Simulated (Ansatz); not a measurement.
One run on HfC (Fm-3m): total moment held at 0.8 μB

Theory: DFT, LDA, all-electron PAW with datasets made for the crystal, scalar-relativistic in Ansatz.

Command: `ansatz run input.yaml --threads 1 --pin off --max-ram 3072MiB --backend cpu --events-out ev --progress --plain --runs-dir out`

```yaml
crystal:
  lattice:
    - [0.0, 2.325, 2.325]
    - [2.325, 0.0, 2.325]
    - [2.325, 2.325, 0.0]
  atoms:
    - { symbol: Hf, position: [0.5, 0.5, 0.5], spin: 0.8 }
    - { symbol: C, position: [0.0, 0.0, 0.0] }
magnetization:
  spin_polarized: true
  initial_magnetization: 0.8
  spin_locking: { lock_magnetization: hard }
kpoints:
  mp_grid: { grid: [14, 14, 14] }
scf:
  occupations: { method: fermi_dirac, width: 0.03 }
  lower_state_search: "off"
hamiltonian:
  xc: lda
  pseudopotentials: { kind: all_electron, datasets: crystal }
output:
  forces: true
  stress: true
  eigenvalues: false
```

The program prints:

```
settings of this run that can trade accuracy for cost: output.eigenvalues: false. Do not mix this run's numbers with those of runs without the same settings; the input reference describes each key
hamiltonian.pseudopotentials.datasets: crystal makes datasets for this crystal and solves the spheres of its atoms anew in each pass: cutoff 400.0 eV, the density's 1600.0 eV; for an error of 0.50 meV an atom under PBE, 1.0 meV for the cell; an energy difference from a run of another recipe may be off by several times the error for the cell, under r2SCAN by more, where some 0.1 meV an atom stays a …
Engine: ansatz 0.2.0
Pseudopotentials: kind: all_electron
Pseudopotential: Hf, paw, valence charge 26, recommended cutoff 400 eV (normal), crystal/all_electron/lda/scalar/gaussian/Hf, Koelling and Harmon's equation, gaussian nucleus
Pseudopotential: C, paw, valence charge 4, recommended cutoff 400 eV (normal), crystal/all_electron/lda/scalar/gaussian/C, Koelling and Harmon's equation, gaussian nucleus
Functional definition: SPW92
  exchange = slater_x
  correlation = pw_c
Crystal: 2 atoms, lattice volume = 25.136 Å³
Basis set: ecut = 400 eV, 459 PW (Γ)
Bands: 20, of which v1, the nominal top of the filled ones, is band 15 counted from 1 (14 counted from 0)
Symmetry: 48 space group operations
Space group: Fm-3m (ITA 225), of the structure as read, at distance tolerance 2.9e-5 Å
Magnetic group: BNS 225.116 (UNI 1618), of the structure as read, at distance tolerance 2.9e-5 Å
k-points: 104 of 2744
Non-local potential: Hf, projectors of the file, l = 0: 2, l = 1: 2, l = 2: 1, l = 3: 2
Non-local potential: C, projectors of the file, l = 0: 1, l = 1: 1
PAW form: soft (Blöchl's): semilocal exchange-correlation on the pseudo side does not see the compensation charge
PAW one-centre angular grid: Hf, 590 points (default); XC on its mesh's 1825 points in the sphere
PAW one-centre angular grid: C, 110 points (default); XC on its mesh's 1951 points in the sphere
Initial density: superposition of atomic densities (chi_scale 0.1, normalization cell, long waves kept (reshape's long-wave potential 0.00 eV rms))
Starting moments: Σ|m| = 0.8 μB on 1 of 2 sites
Initial wavefunctions: pseudopotential atomic-orbital guess
Functional: x = slater, c = lda
iter 1 solved again at ethr=6.66e-3 eV; its pass at ethr=1.00e-1 eV (dr2=2.00e0 eV) is discarded
SCF iter   1: F=—  HF=-411036.291319 eV  |F-HF|=—  |Δ(HF+E_count)|=         —  Δρ=6.96e-2 (↑6.96e-2 ↓3.64e-2)  dr2=1.73e0  dr2_m=4.08e-1  M=0.800 μB ∫|m|=0.800 μB  β_m=0.30  ethr=6.66e-3  ⟨swp⟩=2.1  Hψ=20801  notcnv=0
preconditioner: auto → Kerker (q_TF=auto, 2.810 Å⁻¹)  [metal: Δε(μ)=0.022 eV  Ē_g=18.389 eV  σ=0.030 eV  W_gap=0.18  n_scr=14 (ndim 8)  ℏωp=39.2 eV  f_vac=0.000  D(μ)=0.92/eV (n_scr^D=8)]
[...]
SCF iter   8: F=—  HF=-411036.132139 eV  |F-HF|=—  |Δ(HF+E_count)|=   7.95e-7  Δρ=3.69e-5 (↑3.69e-5 ↓2.70e-5)  dr2=8.58e-7  dr2_m=5.67e-8  M=0.800 μB ∫|m|=0.800 μB  β_m=0.96  ethr=2.73e-8  ⟨swp⟩=2.9  Hψ=7572  notcnv=0
iter 9 did not close the SCF: its close was put off for a magnetic moment that had not settled (scf_convergence_deferred on its scf_iter line)
SCF iter   9: F=-411036.132139 eV  HF=-411036.132139 eV  |F-HF|=1.75e-10  |Δ(HF+E_count)|=   2.69e-7  Δρ=7.51e-6 (↑4.75e-6 ↓7.51e-6)  dr2=2.44e-8  dr2_m=1.15e-9  M=0.800 μB ∫|m|=0.800 μB  β_m=0.98  ethr=2.86e-9  ⟨swp⟩=3.0  Hψ=8766  notcnv=0
SCF iter  10: F=-411036.132139 eV  HF=-411036.132139 eV  |F-HF|=4.37e-9  |Δ(HF+E_count)|=   1.23e-8  Δρ=1.17e-6 (↑9.02e-7 ↓1.17e-6)  dr2=7.72e-10  dr2_m=1.61e-11  M=0.800 μB ∫|m|=0.800 μB  ethr=8.14e-11  ⟨swp⟩=2.5  Hψ=7768  notcnv=0
SCF 1 converged in 10 iterations: F = -411036.132140 eV  dr2 = 7.72e-10
  Residual-converged pass: ⟨swp⟩=2.0  Hψ=5228  notcnv=0  max |occ|·‖R‖ = 5.3e-6 eV (tolerance 5.3e-6 eV)  dr2=7.42e-10  dr2_m=1.41e-11  dr2_onsite=1.38e-8  max |Δocc| = 4.6e-10
  greatest PAW one-centre occupation: 0.999 electrons in one spin orbital (limit 2), on the Hf atom at site 0 (counted from 0), in its partial waves of l = 3
SCF converged after 10 iterations
Stability checked in part: among states of this total moment the steps that led to this state did not find it unstable. No probe was made; neither looks for a lower state of another moment (fixed_total_moment; see scf.lower_state_search)
Magnetization: 0.8000 μB (15.4000 up, 14.6000 down)
Absolute magnetization: 0.8000 μB (∫|ρ↑−ρ↓|)
Spin contamination: -0.1115 ħ² per cell (⟨S²⟩ above its minimum at these occupations)
Per-site moments (μB) at R_I (Å): [(0.1462424762505323, 0.9590625000000002), (0.36356766713166777, 0.9590625000000002)]
Free energy (F): -411036.132140 eV
Harris-Foulkes:  -411036.132140 eV  (|F-HF|=4.37e-9)
Internal energy: -411036.130503 eV  (E = F + TS)
E sigma→0 (E₀):  -411036.131322 eV
Entropy (-TS):   -0.001636 eV (-0.818 meV/atom)
Past the cutoff: the bands carry plane waves up to 1.75 times it, of which those up to 1.5 times it add -0.000406 eV an atom, each by itself; the spheres take 0.000281 eV an atom off the energy for waves past 1.75 times it
By the cutoff:   a pressure is off by up to 0.008 GPa (1.2 times the spheres' own share and the shells' term, over an atom's volume, and 0.004 GPa: a bound that held against runs at twice the plane waves)
Past the cutoffs: a stress includes 0.0013 GPa for waves and charges beyond them, in addition to the slope of what the spheres take
In the spheres:  the bands' charges fall short by 1.4e-6 e at most (sound up to 1e-3)
Fermi energy:    20.373270 (↑ 21.931409, ↓ 18.815131) eV
--- Per-component energies (eV) ---
  E_band       = 114.497896
  E_kinetic    = 315.278075
  E_local      = -3839.770556  (includes V_loc(G=0)·N_el)
  E_nonlocal   = -2185.946215
  E_hartree    = 2006.963734
  E_xc         = -125.996378
  E_vxc        = -164.622234  (∫ρ·V_xc dr)
  E_paw        = -418782.465536  (= ΣΔE_a)
  E_vpaw       = -14863.614989  (= ΣTr[D̂ρ^β])
  E_ewald      = -5263.440471
  E_smearing   = -0.001636  (= −TS)
  E_closure    = 16839.246844  (closes the sum)
  Σ components = -411036.132140   (vs F -411036.132140, Δ=0.00e0)
  The terms above E_closure are by the made datasets' own strengths, without shells solved beside the bands.
--- Forces (eV/Å), atoms counted from 1 ---
  atom   1  Hf     0.00000000    -0.00000000     0.00000000
  atom   2  C     -0.00000000     0.00000000    -0.00000000
  max |Σ_I F_I| component: 4.25e-29 eV/Å
--- Stress (GPa, compression-positive) ---
       -9.017388      -0.000000       0.000000
        0.000000      -9.017388       0.000000
       -0.000000       0.000000      -9.017388
  P = ⅓ Tr σ = -9.0174 GPa (-90.174 kbar)
settings of this run that can trade accuracy for cost: output.eigenvalues: false. Do not mix this run's numbers with those of runs without the same settings; the input reference describes each key
```

Site moments (μB): Hf1 0.15, C2 0.36. Cell moment 0.80 μB.

The magnetic group in the log treats spin as a scalar label, without spin–orbit coupling.

The Ansatz runs typed with the search for lower states off end where their start leads. Spin–orbit coupling is left out although heavy atoms are present. The magnetic state is the one that this cell and start allow. It needn't be the compound's measured order, which may need a larger cell or be absent.

It took 24 s on 1 thread of Arm Neoverse V2, with other jobs on the host, peak memory 0.7 GiB.
